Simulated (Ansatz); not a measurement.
MoSe₂:
```
MoSe2
1.0
    3.27708     0.00000     0.00000
   -1.63854     2.83803     0.00000
    0.00000     0.00000    12.72582
Mo Se
2 4
Direct
  0.66667   0.33333   0.75000
  0.33333   0.66667   0.25000
  0.33333   0.66667   0.88153
  0.66667   0.33333   0.11847
  0.66667   0.33333   0.38153
  0.33333   0.66667   0.61847
```

Relaxed with PBE+D3(BJ). Special points in fractions of this cell's reciprocal vectors: Γ (0.000, 0.000, 0.000); M (0.500, 0.000, 0.000); K (0.333, 0.333, 0.000); A (0.000, 0.000, 0.500); L (0.500, 0.000, 0.500); H (0.333, 0.333, 0.500).

Task: List the band energies nearest the valence-band maximum at these points for the program Ansatz at the PBE+D3(BJ) level (PAW).

Result: In eV from the valence-band maximum; about four levels below and three above (degenerate sets whole), none deeper than 8.9 eV; points with the same levels are listed once.

```csv
k,below,above
Γ,-1.48 -1.48 -1.19 -0.68 0.00,2.46 2.46 2.55 2.55
M,-1.24 -1.20 -1.13 -0.87,1.55 1.61 1.79
K,-2.39 -2.39 -0.54 -0.29,1.17 1.17 1.51
A,-1.51 -1.51 -1.51 -1.51 -0.16 -0.16,2.48 2.48 2.48 2.48
L,-1.17 -1.17 -1.03 -1.03,1.58 1.58 2.00 2.00
H,-2.63 -2.63 -0.44 -0.44,1.17 1.17 2.05 2.05
```

Space group P6_3/mmc. Symmetry was held in the PBE+D3(BJ) relaxation. The run is not spin-polarised. Scalar-relativistic: spin–orbit coupling is off unless named, which matters more the heavier the elements.

Potentials: the earlier of the program's two PAW sets.
